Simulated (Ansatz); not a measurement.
**Ca-43 NMR of the central transition in Ca2MgWO6 at a changed volume**

Cell: a COD entry, relaxed with PBE at fixed cell and then changed (volume scaled by 1.04).

Space group P2_1/c (No. 14); a = 5.4912, b = 5.6209, c = 9.5451 Å, β = 125.03°.

| site | Wyckoff | site symmetry | x | y | z |
| --- | --- | --- | --- | --- | --- |
| Ca | 4e | 1 | 0.7640 | 0.9496 | 0.7523 |
| Mg | 2c | -1 | 0.0000 | 0.5000 | 0.0000 |
| W | 2b | -1 | 0.5000 | 0.0000 | 0.0000 |
| O9 | 4e | 1 | 0.1682 | 0.1958 | 0.9550 |
| O13 | 4e | 1 | 0.2575 | 0.7149 | 0.9494 |
| O17 | 4e | 1 | 0.6493 | 0.9717 | 0.2407 |

One atom of each set is listed.

Computed with Ansatz: DFT, PBE, plane waves and PAW, scalar-relativistic, 420 eV cutoff, Γ-centred 5×4×3 k-points, Fermi–Dirac smearing 0.02 eV.

Ca-43 has I = 7/2 and Q = -40.80 mb (Pyykkö 2018); at 14.1 T its Larmor frequency is ν₀ = 40.5 MHz. Only the quadrupole interaction is simulated: positions count from each site's isotropic chemical shift, and J coupling is left out, as are shift anisotropy and dipolar coupling, which fast spinning averages.

Task: Simulate the second-order pattern (fast magic-angle spinning, Gaussian broadening 0.03 kHz) of site Ca (8 O at 2.35–2.78 Å).

Result: The calculation gives C_Q = 2.01 MHz and η = 0.16, so ν_Q = 0.143 MHz and the centre of gravity lies at -6.33 ppm (-0.256 kHz).

```json
{"offset (kHz)": "-0.6651", "height": "0"}
{"offset (kHz)": "-0.6446", "height": "2"}
{"offset (kHz)": "-0.6241", "height": "6"}
{"offset (kHz)": "-0.6035", "height": "7"}
{"offset (kHz)": "-0.5830", "height": "7"}
{"offset (kHz)": "-0.5624", "height": "8"}
{"offset (kHz)": "-0.5419", "height": "8"}
{"offset (kHz)": "-0.5214", "height": "8"}
{"offset (kHz)": "-0.5008", "height": "8"}
{"offset (kHz)": "-0.4803", "height": "9"}
{"offset (kHz)": "-0.4598", "height": "9"}
{"offset (kHz)": "-0.4392", "height": "18"}
{"offset (kHz)": "-0.4187", "height": "43"}
{"offset (kHz)": "-0.3981", "height": "68"}
{"offset (kHz)": "-0.3776", "height": "88"}
{"offset (kHz)": "-0.3571", "height": "79"}
{"offset (kHz)": "-0.3365", "height": "64"}
{"offset (kHz)": "-0.3160", "height": "58"}
{"offset (kHz)": "-0.2954", "height": "55"}
{"offset (kHz)": "-0.2749", "height": "53"}
{"offset (kHz)": "-0.2544", "height": "53"}
{"offset (kHz)": "-0.2338", "height": "54"}
{"offset (kHz)": "-0.2133", "height": "56"}
{"offset (kHz)": "-0.1928", "height": "60"}
{"offset (kHz)": "-0.1722", "height": "66"}
{"offset (kHz)": "-0.1517", "height": "78"}
{"offset (kHz)": "-0.1311", "height": "100"}
{"offset (kHz)": "-0.1106", "height": "98"}
{"offset (kHz)": "-0.0901", "height": "76"}
{"offset (kHz)": "-0.0695", "height": "46"}
{"offset (kHz)": "-0.0490", "height": "10"}
{"offset (kHz)": "-0.0284", "height": "0"}
```

The atoms aren't relaxed in the changed cell (largest force 0.5 eV/Å).
